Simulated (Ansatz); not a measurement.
Input:

AlGaAs2:
```
CELL_PARAMETERS angstrom
      2.00599     1.15816     6.54973
     -2.00599     1.15816     6.54973
      0.00000    -2.31632     6.54973
ATOMIC_POSITIONS crystal
  Al 0.99971 0.99971 0.99971
  Ga 0.50020 0.50020 0.50020
  As 0.12487 0.12487 0.12487
  As 0.62524 0.62524 0.62524
```

This is the r²SCAN-relaxed structure. Tensor components refer to the Cartesian frame of this cell.

Q: All from the program Ansatz at the r²SCAN level (PAW), unless another level is named. Predict the band gap.

A: 1.34 eV (direct).

Q: And the electron effective mass?

A: 0.078, 0.078, 0.13 mₑ (principal values).

Q: And the hole effective mass, band 2 of 2 at the edge?

A: 0.081 along x, 1.0 along z (mₑ).

Q: Next, the weight of the conduction-edge state by species (Voronoi cells)?

A: Ga 47 %, As 43 %, Al 9 %.

Q: Next, the weight of the valence-edge state by species (Voronoi cells)?

A: As 75 %, Ga 15 %, Al 10 %.

Space group R3m. The first step of the workflow began from a Materials Project structure, measured or hypothetical; the Crystallography Open Database copy checked does not list it. With Al and Ga taken as one species the cell has the higher symmetry F-43m, so it may be an ordered model of a mixed-site phase. Whether it is the stable phase at ambient conditions was not checked. The r²SCAN relaxation kept the symmetry of its start; whether a distortion lowers the energy is not shown. Scalar-relativistic: spin–orbit coupling is off unless named, which matters more the heavier the elements.

Potentials: the later of the program's two PAW sets.
